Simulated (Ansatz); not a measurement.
# Zincblende alloy of GaAs and GaSb (20 of 32 As sites exchanged), 64 atoms

Ansatz, PAW, plane waves. PBEsol relaxation of volume and atoms (shape held) at the single k point (¼, ¼, ¼) without its symmetry partners; single points on the relaxed atoms at the Γ point alone, onto which points of the small cell's zone fold. Arrangement: quasirandom. No spin–orbit coupling unless named.

Relaxed structure:

```xyz
64
Lattice="11.8818 0.0000 0.0000 0.0000 11.8818 0.0000 0.0000 0.0000 11.8818" Properties=species:S:1:pos:R:3 pbc="T T T"
Ga   11.7196    0.0190   11.8540
Ga   11.7952   11.7954    6.0303
Ga   11.8665    6.0850   11.8764
Ga   11.7823    5.8266    6.0394
Ga    5.9646    0.1398    0.0018
Ga    5.9954    0.1744    5.9539
Ga    6.0607    5.8204   11.7944
Ga    6.0308    5.8402    5.8671
Ga    3.0522    2.8981   11.7952
Ga    3.0629    2.9027    5.8556
Ga    2.8877    8.8654    0.0791
Ga    2.9664    8.9024    5.9496
Ga    8.8459    2.8941   11.8098
Ga    8.8380    3.0273    6.0333
Ga    9.0478    8.9016   11.8688
Ga    8.9957    9.0088    6.0148
Ga    3.0607    0.0923    3.0793
Ga    3.0419    0.0955    9.0195
Ga    2.8697    6.0176    2.8616
Ga    2.9622    5.9218    8.8859
Ga    8.9121    0.0002    2.7819
Ga    8.9603    0.0797    8.8258
Ga    8.8302    5.8314    3.0736
Ga    8.9799    5.8571    9.0102
Ga   11.8793    2.9601    2.9554
Ga   11.7192    2.9633    8.9337
Ga   11.8654    8.9439    2.8223
Ga   11.7220    8.9263    8.9218
Ga    6.0462    2.9054    3.0312
Ga    6.0517    2.9023    8.9772
Ga    5.9698    8.9242    2.9547
Ga    5.9565    8.9220    8.9274
Sb    1.4977    1.4510    1.4533
Sb    1.4666    1.5023    7.4423
Sb    1.4050    7.4265    7.4436
Sb    7.4781    7.3883    1.4675
Sb    7.4892    7.3895    7.4468
Sb    4.4974    4.4189    1.4890
Sb    4.5220    4.3893    7.4363
Sb    4.4594   10.4512    1.4837
Sb    4.4815   10.4731    7.4265
Sb   10.3553    4.4543    1.4466
Sb    4.4655    7.3905    4.4255
Sb    4.4585    7.3924   10.4313
Sb   10.3325    1.4720    4.4727
Sb   10.4038    7.4228    4.4559
Sb    1.4840    4.4582    4.4550
Sb    1.4428    4.4499   10.4020
Sb    1.4613   10.4031    4.4455
Sb    1.4277   10.4069   10.4098
Sb    7.4658   10.4687    4.4468
Sb    7.4933   10.4570   10.4009
As    1.4208    7.4599    1.4576
As    7.4366    1.5073    1.4541
As    7.4602    1.5289    7.4560
As   10.3244    4.4170    7.4859
As   10.3873   10.4016    1.4182
As   10.3661   10.4221    7.4815
As    4.5495    1.5173    4.4599
As    4.5434    1.5137   10.3985
As   10.3144    1.4792   10.3694
As   10.3912    7.4279   10.3927
As    7.4358    4.3718    4.4891
As    7.4858    4.3773   10.3735
```

(1) What are the mean bond lengths by pair (pairs within 1.2 times the sum of covalent radii, less contacts 15 % beyond the pair's median; cation–cation pairs of compounds aside; long ionic contacts are cut short by that bound)?

(2) What gap lies between the top filled and the lowest empty level in the single points?

## Answers

(1) As–Ga 2.484 ± 0.016 Å (standard deviation, 48 bonds); Ga–Sb 2.629 ± 0.016 Å (standard deviation, 80 bonds).

(2) HSE06 with spin–orbit coupling 0.66 eV (12 min on NVIDIA GB300).
